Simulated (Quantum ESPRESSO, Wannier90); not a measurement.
**Wannierisation of ScS (rock salt)**

```
begin unit_cell_cart
ang
    0.0000000000    2.6087850000    2.6087850000
    2.6087850000    0.0000000000    2.6087850000
    2.6087850000    2.6087850000    0.0000000000
end unit_cell_cart
begin atoms_frac
Sc   0.5000000000  0.5000000000  0.5000000000
S    0.0000000000  0.0000000000  0.0000000000
end atoms_frac
```

Materials Project entry mp-1476; symmetrised, unrelaxed at this level. COD (Crystallography Open Database) has an entry of this formula and space group (matched by these alone). Computed values, not measurements, from PBEsol: Quantum ESPRESSO (norm-conserving PseudoDojo potentials, cutoff 63 Ry, no spin polarisation, no spin-orbit coupling) on a Γ-centred 10×10×10 mesh, then Wannier90. Density: 10×10×10 mesh, cold smearing 0.01 Ry.

A tight-binding model is made by disentanglement and projection with no localisation steps (num_iter = 0), so the 8 orbitals stay atom-like: hydrogen-like Sc: d; S: p, axes along x, y, z; frozen window up to 1.50 eV relative to the Fermi level. It follows pw.x to 6.3 meV rms for states up to 1.0 eV relative to the Fermi level. Matrix elements depend on this choice of orbitals and windows.

**Question.** What are the on-site energies relative to the Fermi level, and how fast do the hoppings decay?

**Answer.** 
```csv
atom,orbitals,energy (eV)
Sc1,dz2 dx2-y2,1.50
Sc1,dxz dyz dxy,0.63
S2,pz px py,-4.07
```

| distance of the centres (Å) | largest modulus (eV) |
|---|---|
| 2–3 | 1.6 |
| 3–4 | 0.47 |
| 4–5 | 0.037 |
| 5–6 | 0.096 |
| 6–7 | 0.018 |
| 7–8 | 0.034 |
| 8–9 | 0.020 |
| 9–10 | 0.011 |
| 10–11 | 0.0068 |
| 11–12 | 0.0095 |
| 12–13 | 0.0015 |
